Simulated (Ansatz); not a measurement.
A geometry of Ru away from equilibrium: step 2 of the relaxation of a relaxed Ru cell, doubled along one cell vector, shaken by Gaussian noise of σ = 0.08 Å a coordinate. Calculation: PBE (plane waves to 420 eV, PAW, scalar-relativistic; Ansatz, a quantum-chemistry and plane-wave program). Γ-centred k-mesh 8×15×15 on the run's cell (coarser than for final values), Fermi–Dirac smearing 0.05 eV.

```yaml
crystal:
  lattice:
    - [-3.02373, 3.04340, 3.04473]
    - [1.51288, -1.54325, 1.54492]
    - [1.51048, 1.54186, -1.54391]
  atoms:
    - { symbol: Ru, position: [0.01340, 0.92729, 0.08517] }
    - { symbol: Ru, position: [0.50766, 0.01027, 0.94038] }
```

Question: Which atoms carry the largest force, and which way does it point?

Answer: 1.10 eV/Å, on Ru1, Ru2 (atoms numbered as listed); on Ru1 its components are (-0.35, 0.57, -0.87).

Question: What is the pressure?

Answer: -4.0 GPa, compression positive.

Question: How far above the relaxed end point is this geometry?

Answer: 0.27 eV/atom; the path ends in P6₃/mmc (No. 194) (hcp (Mg type)).

No spin polarisation in the result.

The run could not lose the symmetry of its start.

Of the parent cell (Im-3m (No. 229)): it is a generated cell of Ru: the first start was made by placing the elements on the sites of a structure type, and the end was not matched to a known phase here, so it may be hypothetical. Known forms of Ru include space group No. 194.
